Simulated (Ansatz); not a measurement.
**Relaxing TaSi in the zincblende type**

First guess:

```
CELL_PARAMETERS angstrom
0.00000 2.96818 2.96818
2.96818 0.00000 2.96818
2.96818 2.96818 0.00000
ATOMIC_POSITIONS crystal
Ta 0.00000 0.00000 0.00000
Si 0.25000 0.25000 0.25000
```

Method: Ansatz 0.2.0, DFT, PBE, PAW with Ansatz's default frozen-core files, scalar-relativistic.

Cell and atoms relax within the symmetry of the start on a 10×10×10 k mesh with 0.08 eV Fermi–Dirac smearing.

The start is built from a prototype, known or not as a phase of this compound; the cutoff is 420 eV.

Spin polarisation is left out, and whether a magnetic state lies lower isn't shown here.

No spin–orbit coupling, which matters for the heavy atoms here.

**Question.** What is the pressure of the first guess?

**Answer.** -6.70 GPa.

**Question.** What does it relax to?

**Answer.** a = 5.770 Å, b = 5.770 Å, c = 5.770 Å, α = 90.00°, β = 90.00°, γ = 90.00° (conventional cell), 24.02 Å³ per atom:
```cif
data_structure
_symmetry_space_group_name_H-M 'F-43m'
_symmetry_Int_Tables_number 216
_cell_length_a 5.7704
_cell_length_b 5.7704
_cell_length_c 5.7704
_cell_angle_alpha 90.000
_cell_angle_beta 90.000
_cell_angle_gamma 90.000
_cell_volume 192.14
loop_
_atom_site_label
_atom_site_type_symbol
_atom_site_symmetry_multiplicity
_atom_site_Wyckoff_symbol
_atom_site_fract_x
_atom_site_fract_y
_atom_site_fract_z
_atom_site_occupancy
Ta1 Ta 4 a 0.00000 0.00000 0.00000 1
Si1 Si 4 d 0.25000 0.25000 0.75000 1
```

**Question.** How much energy does the relaxation release?

**Answer.** 48 meV/atom.
